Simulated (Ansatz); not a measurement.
Na6MgCl8:
```
CELL_PARAMETERS angstrom
      0.00000     5.57599     5.57599
      5.57599     0.00000     5.57599
      5.57599     5.57599     0.00000
ATOMIC_POSITIONS crystal
  Na 0.50000 0.00000 0.00000
  Na 0.50000 0.00000 0.50000
  Na 0.00000 0.50000 0.50000
  Na 0.00000 0.50000 0.00000
  Na 0.50000 0.50000 0.00000
  Na 0.00000 0.00000 0.50000
  Mg 0.00000 0.00000 0.00000
  Cl 0.25000 0.25000 0.25000
  Cl 0.75000 0.75000 0.75000
  Cl 0.77304 0.22696 0.22696
  Cl 0.22696 0.77304 0.77304
  Cl 0.22696 0.77304 0.22696
  Cl 0.77304 0.22696 0.77304
  Cl 0.22696 0.22696 0.77304
  Cl 0.77304 0.77304 0.22696
```

Relaxed with r²SCAN. Plane-wave PAW r²SCAN (Ansatz code) gives a gap of 6.08 eV.

**Question.** What gap does HSE06 give on the same cell (Ansatz, PAW)?

**Answer.** 6.66 eV, 0.58 eV more. The hybrid was solved on a coarser mesh and at special points; its gap is the smallest among all of these.

```tsv
k	v1 r²SCAN	c1 r²SCAN	v1 HSE06	c1 HSE06
Γ	0.00	6.08	0.00	6.66
X	-0.16	7.92	(withheld)	(withheld)
L	-0.08	7.49	(withheld)	(withheld)
W	-0.18	8.24	(withheld)	(withheld)
K	-0.10	8.08	(withheld)	(withheld)
```

**Question.** Top valence (v1) and lowest conduction level (c1) in eV from each method's valence maximum (which need not be a listed point): supply the withheld HSE06 values.

**Answer.** 
- W, v1 HSE06: -0.18
- W, c1 HSE06: 8.90
- K, v1 HSE06: -0.11
- K, c1 HSE06: 8.73
- L, v1 HSE06: -0.08
- L, c1 HSE06: 8.10
- X, v1 HSE06: -0.17
- X, c1 HSE06: 8.55

Cost on shared cores: the r²SCAN run (SCF on a 5×5×5 mesh, then bands and DOS) around 4 core-minutes (rough), the HSE06 run (SCF on 3×3×3, then a few points) roughly 10 core-minutes; the tasks are unlike.

Space group Fm-3m. The first step of the workflow began from a Materials Project structure, measured or hypothetical; the Crystallography Open Database copy checked does not list it. Whether it is the stable phase at ambient conditions was not checked. Symmetry was held in the r²SCAN relaxation; its stability against distortions is not shown here.

Potentials: the later of the program's two PAW sets.
